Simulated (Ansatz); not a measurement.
A geometry of SiO₂ away from equilibrium: step 9 of the relaxation of a generated cell, SiO2 placed in the AFLOW prototype AB2_mC6_12_a_i (C34, as in Te2Au). Computed with PBE (plane waves to 420 eV, PAW, scalar-relativistic; Ansatz, an electronic-structure program). Γ-centred k-mesh 9×9×7 on the run's cell (coarser than for final values), Fermi–Dirac smearing 0.05 eV.

```
CELL_PARAMETERS angstrom
      2.34060    -1.35291     0.00036
      2.34060     1.35291     0.00036
     -0.00180     0.00000     4.15198
ATOMIC_POSITIONS crystal
  Si 0.00000 0.00000 0.00000
  O  0.66679 0.66679 0.21681
  O  0.33321 0.33321 0.78319
```

Problem. Which atoms carry the largest force, and which way does it point?

Solution. 0.02 eV/Å, on O2, O3 (atoms numbered as listed); on O2 its components are (0.00, 0.00, -0.02).

Problem. What is the pressure?

Solution. +5.1 GPa, compression positive.

Problem. How much energy per atom can still be gained by relaxing?

Solution. 0.05 eV/atom; the path ends in P-3m1 (No. 164) (CdI2 type).

No spin polarisation in the result. Without a van der Waals term the distances between weakly bound units are poorly fixed.

The run could not lose the symmetry of its start, so the end can be a saddle point.

The end of the path is a generated cell of SiO2: the first start was made by placing the elements on the sites of a structure type, and the end was not matched to a known phase here, so it may be hypothetical. Known forms of SiO2 include space group No. 92, 136, 152, 154.
